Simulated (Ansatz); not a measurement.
Input and command of a plane-wave DFT calculation in Ansatz:

```yaml
crystal:
  lattice:
    - [-1.8725153904, 1.8725153904, 4.1827616513]
    - [1.8725153904, -1.8725153904, 4.1827616513]
    - [1.8725153904, 1.8725153904, -4.1827616513]
  atoms:
    - { symbol: Al, position: [0.5, 0.5, 0.0] }
    - { symbol: Al, position: [0.25, 0.75, 0.5] }
    - { symbol: Al, position: [0.75, 0.25, 0.5] }
    - { symbol: Os, position: [0.0, 0.0, 0.0] }
basis:
  ecutwfc: 420
kpoints:
  mp_grid: { grid: [18, 18, 18] }
hamiltonian:
  xc: pbe
scf:
  occupations: { method: gaussian, width: 0.1 }
output:
  forces: true
  stress: true
  eigenvalues: true
  write_density: true
  write_potential: true
  elf: true
  volumetric_format: npy
relax:
  adjacent_minimum: "off"
  f_tol: 0.01
  max_steps: 80
  cell: { stress_tol: 0.05 }
```

```bash
ansatz run input.yaml --threads 1 --pin off --max-ram 2560MiB --backend cpu --events-out ev --progress --plain --runs-dir out
```

Processor: Arm Neoverse V1, 1 thread, on a host shared with other jobs.

Task: How long does it run, and how much memory does it take?

Result: About 4.3 min on 1 thread of Arm Neoverse V1, with other jobs on the host, peak memory 0.7 GiB. It solves 17 bands at 480 k points (the mesh reduced by the symmetry that the task leaves, which can be less than the crystal's) with about 1129 plane waves (on the last cell), in 38 SCF iterations over 8 ionic steps.
